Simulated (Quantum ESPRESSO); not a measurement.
# Pd3LiIn3Al: one composition in several site orders

Computed values, not a measurement. The program is pw.x of Quantum ESPRESSO 7.5 (plane-wave density functional theory). The cell is made up: eight metal atoms on a face-centred cubic lattice, with elements, volume, strain and displacements drawn at random and not relaxed, so it may be unstable or far from any real phase. PseudoDojo standard norm-conserving files set the functional (PBE unless stated); there is no spin polarisation or spin-orbit coupling, the Fermi-Dirac width of 0.25 eV means electrons at about 2900 K, and the masses in the input are unused placeholders. A spin test at this wide smearing found no moment, but such smearing suppresses magnetism that the real alloy may have.

The runs put one composition on the sites in different orders. Cell, positions, cutoff, mesh and smearing stay as in the input of run 1; sites are counted in its order. Stress in the tables is positive in tension.

Input of run 1:

```
&control calculation='scf', pseudo_dir='./dojo.nc.sr.pbe.v0_5.standard.upf', outdir='./o', disk_io='minimal', tprnfor=.true., tstress=.true. /
&system ibrav=0, nat=8, ntyp=4, nbnd=62, ecutwfc=82.02448710, nosym=.true., tot_charge=0,
 occupations='smearing', smearing='fd', degauss=0.0183746611
/
&electrons conv_thr=1.470e-08, electron_maxstep=70, mixing_beta=0.5 /
ATOMIC_SPECIES
Al 1.0 Al.upf
In 1.0 In.upf
Li 1.0 Li.upf
Pd 1.0 Pd.upf
CELL_PARAMETERS angstrom
2.0596 4.1281 2.099
2.0729 -4.1457 2.1209
4.1466 0.0043 -4.234
ATOMIC_POSITIONS angstrom
Pd 0.0773 0.0291 0.0123
Li 2.0563 0.0243 -2.1232
In 2.0768 -2.1401 -0.0968
Pd 4.1566 -2.1067 -2.1456
In 2.0598 2.0243 0.0216
Pd 4.189 2.1365 -2.1094
In 2.0789 0.005 2.058
Al 4.09 0.0116 -0.0013
K_POINTS automatic
5 5 4 1 1 1
```

| run | elements on sites 1 to 8 | free energy less that of run 1 (eV) | -TS (eV) | pressure (GPa) | stress xx (GPa) | stress yy (GPa) | stress zz (GPa) | stress yz (GPa) | stress xz (GPa) | stress xy (GPa) | iterations |
| --- | --- | --- | --- | --- | --- | --- | --- | --- | --- | --- | --- |
| 1 | Pd Li In Pd In Pd In Al | 0.000 | -0.684 | 0.08 | -0.18 | -0.65 | 0.59 | 0.03 | -3.46 | -0.30 | 13 |
| 2 | Pd Pd Pd In Li In Al In | -0.270 | -0.702 | -0.66 | 0.85 | -0.34 | 1.47 | 0.76 | 0.64 | 1.32 | 13 |
| 3 | Pd Pd Pd In In In Al Li | -0.709 | -0.682 | -1.45 | 0.81 | 2.20 | 1.33 | 1.81 | 1.70 | 2.21 | 13 |
| 4 | Al In Pd Pd In Pd In Li | -0.836 | -0.652 | -2.05 | 1.50 | 2.97 | 1.69 | -1.00 | -0.42 | -1.33 | 13 |
| 5 | Al Li Pd Pd In In Pd In | -0.506 | -0.650 | -1.13 | 0.78 | 0.33 | 2.28 | -0.83 | 3.67 | -0.89 | 13 |
| 6 | Pd Al In In In Pd Pd Li | -0.689 | -0.646 | -1.41 | 0.38 | 2.47 | 1.37 | 1.12 | -2.98 | 0.82 | 13 |

Forces Fx Fy Fz (eV/Å):

| site | run 1 | run 2 | run 3 | run 4 | run 5 | run 6 |
| --- | --- | --- | --- | --- | --- | --- |
| 1 | 0.04 -0.15 -0.29 | 0.01 -0.02 0.13 | -0.07 -0.11 0.12 | -1.08 -0.25 0.43 | -0.24 -0.19 0.02 | -0.16 -0.09 -0.25 |
| 2 | 0.44 -0.06 -0.37 | 0.22 -0.10 0.02 | 0.20 -0.10 -0.07 | 0.75 -0.06 -0.76 | 0.08 0.00 -0.06 | 0.67 -0.16 -0.61 |
| 3 | 0.63 0.59 0.46 | -0.37 0.18 0.44 | -0.26 0.07 0.35 | -0.19 0.27 0.44 | -0.02 0.37 0.60 | -0.21 0.27 0.87 |
| 4 | -0.26 0.05 0.44 | 0.63 0.22 -0.01 | 0.05 0.09 0.41 | 0.40 0.04 -0.11 | 0.36 0.12 -0.07 | 0.54 0.12 -0.34 |
| 5 | -0.15 0.56 -0.75 | -0.07 0.19 -0.08 | 0.37 0.38 -0.62 | 0.28 0.50 -0.51 | -0.31 0.59 -0.12 | -0.59 0.38 0.00 |
| 6 | -0.64 -0.02 0.24 | -0.03 -0.06 -0.54 | -0.67 -0.02 0.11 | -0.03 0.03 -0.24 | 0.02 -0.05 -0.23 | -0.71 -0.02 0.52 |
| 7 | -1.44 -0.59 1.53 | 0.51 -0.05 -0.58 | 0.43 -0.14 -0.34 | -0.53 -0.37 1.03 | -0.24 -0.32 0.09 | 0.19 -0.28 0.10 |
| 8 | 1.38 -0.38 -1.27 | -0.90 -0.36 0.61 | -0.04 -0.17 0.04 | 0.39 -0.15 -0.29 | 0.36 -0.53 -0.24 | 0.26 -0.22 -0.29 |

The sites are displaced and not relaxed, so the energy differences mix bonding between neighbours with strain and are not ordering energies. A rerun of one cell of this series at a higher cutoff and on a denser mesh moved values by no more than 0.016 eV in energy, 0.08 GPa in stress and 0.016 eV/Å in force, and a second program with other atomic files agreed on that cell to 2 % rms in force and 0.5 GPa in pressure.